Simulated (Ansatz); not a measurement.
Theory: DFT PBE, scalar-relativistic, plane waves, PAW in Ansatz 0.2.0. Settings of the last relaxation (9-atom cell): 420 eV, 12×12×2 k points, Gaussian smearing of 0.02 eV, no spin polarisation.

Formation energies are uncorrected and refer to the elements' standard structures at the same level.

**Question.** Find a candidate trigonal semiconductor made of Pd, Pt and S, with a gap near 1.1 eV, a formation energy near −0.31 eV/atom and about 23 Å³ per atom, in a cell of 9 atoms. Its symmetry should be P-3m1 (No. 164).

**Answer.** PdPt2S6, space group P-3m1 (No. 164). Around Pd lie 6 S at 2.40 Å; around Pt lie 6 S at 2.40 Å; around S on its first site lie 3 Pd at 2.40 Å; S on its second site is surrounded by 3 Pt at 2.40 Å; 1 more site not described.

```cif
data_structure
_symmetry_space_group_name_H-M 'P 1'
_symmetry_Int_Tables_number 1
_cell_length_a 3.5713
_cell_length_b 3.5713
_cell_length_c 18.9619
_cell_angle_alpha 90.000
_cell_angle_beta 90.000
_cell_angle_gamma 120.000
_cell_volume 209.44
loop_
_atom_site_label
_atom_site_type_symbol
_atom_site_fract_x
_atom_site_fract_y
_atom_site_fract_z
_atom_site_occupancy
Pd1 Pd 0.00000 0.00000 0.00000 1
Pt1 Pt 0.00000 0.00000 0.33229 1
Pt2 Pt 0.00000 0.00000 0.66771 1
S1 S 0.33333 0.66667 0.06487 1
S2 S 0.33333 0.66667 0.39718 1
S3 S 0.33333 0.66667 0.73259 1
S4 S 0.66667 0.33333 0.26741 1
S5 S 0.66667 0.33333 0.60282 1
S6 S 0.66667 0.33333 0.93513 1
```

The volume per atom is 23.3 Å³. The density is 5.5 g/cm³ and the energy over the elements is −0.310 eV/atom. The gap on the 12×12×2 mesh of the 9-atom cell is 1.06 eV.

The cell was found from a structure generator's guess, not taken from experiment. The answer needn't be unique; the calculation gave this one.

Weakly bound directions are ill-defined at this level, which has no dispersion term. Spin–orbit coupling, which can matter for Pt, is left out. Kohn–Sham gaps at this level usually fall short of measured ones. The reference form of S is held partly by dispersion forces, which this level lacks. Symmetry constrained the relaxation, so the result can be a saddle point.
